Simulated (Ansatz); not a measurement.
Pd:
```cif
data_Pd4
_chemical_formula_sum 'Pd4'
_space_group_name_H-M_alt 'P63/mmc'
_space_group_IT_number 194
_space_group_name_Hall '-P 6c 2c'
_cell_length_a 2.76150
_cell_length_b 2.76150
_cell_length_c 9.10367
_cell_angle_alpha 90.000
_cell_angle_beta 90.000
_cell_angle_gamma 120.000
loop_
_atom_site_label
_atom_site_type_symbol
_atom_site_symmetry_multiplicity
_atom_site_Wyckoff_symbol
_atom_site_fract_x
_atom_site_fract_y
_atom_site_fract_z
_atom_site_occupancy
Pd1 Pd 2 a 0.00000 0.00000 0.00000 1
Pd2 Pd 2 c 0.33333 0.66667 0.25000 1
```
The run is spin-polarised, in the one order tried: ferromagnetic.

Relaxed at zero pressure with plane-wave PAW r²SCAN (Ansatz code).

Question: The volume is lowered by 3 % and shape and atoms relax at that volume. What pressure results, and how do the axes share the change?

Answer: 6.0 GPa; a -1.0 %, b -1.0 %, c -1.1 %; the energy rises by 8 meV/atom.

Question: Give the new structure.

Answer: 
Space group P6₃/mmc (No. 194); a = b = 2.734 Å, c = 9.007 Å, α = β = 90.00°, γ = 120.00°

| atom | site | symmetry | x | y | z |
|---|---|---|---|---|---|
| Pd | 2a | -3m. | 0.0000 | 0.0000 | 0.0000 |
| Pd | 2c | -6m2 | 0.3333 | 0.6667 | 0.2500 |

The phase is kept; no other phase was compared at this pressure.

Space group P6_3/mmc (dhcp (α-La type)). The workflow started from a Materials Project entry (that database holds measured and hypothetical structures alike); the Crystallography Open Database copy checked does not list it. It is not the phase usual at ambient conditions (space group No. 225). The r²SCAN relaxation kept the symmetry of its start; its stability against distortions is not shown here. The final state is ferromagnetic, the only order run, not a proven ground state. Other orbital occupations within this spin state were not tried. Axis ratios of metals converge slowly with the k-mesh, so a and c are less sure than the volume.

Potentials: the earlier of the program's two PAW sets.
